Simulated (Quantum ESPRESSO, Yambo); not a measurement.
For N (space group P4_2/mnm, No. 136), Yambo gives the independent-particle static dielectric constant along x as 2.07 on PBEsol bands and 1.69 after a scissor of 6.40 eV widens every gap (6×6×4 mesh, 60 bands, 4 Ry local-field block, 0.2 eV broadening). Axes are Cartesian, with cell vectors (Å) (4.08, 0.00, 0.00), (0.00, 4.08, 0.00), (0.00, 0.00, 5.35).

A scissor keeps the position matrix elements. In a one-oscillator model, how does ε − 1 scale, and what mean transition energy do the two values imply?

Each transition adds |r|²/E to ε − 1, so ε − 1 ∝ 1/(E0 + Δ). Then (1.69 − 1)/(2.07 − 1) = E0/(E0 + Δ) = 0.645, and E0 = Δ(ε' − 1)/(ε − ε') = 11.6 eV. The computed Im ε, weighted by 1/E up to 20 eV, has its mean at 10.8 eV; the smallest direct PBEsol gap is 7.05 eV. The scissor comes from a G0W0 run whose convergence isn't established. Convergence of the RPA response with its 6×6×4 mesh was not tested.

Bands from Quantum ESPRESSO.

Geometry of the Materials Project entry, not relaxed at this level; primitive cell a = b = 4.0841 Å, c = 5.3459 Å, α = β = γ = 90.00°.

The structure is a Materials Project entry; no match was found in the copy of COD used, and its stability was not checked.

The distance between layers or molecules is the database entry's, not relaxed here. Functionals without dispersion can leave it too large, which widens gaps and weakens the response across layers: the numbers belong to this cell.
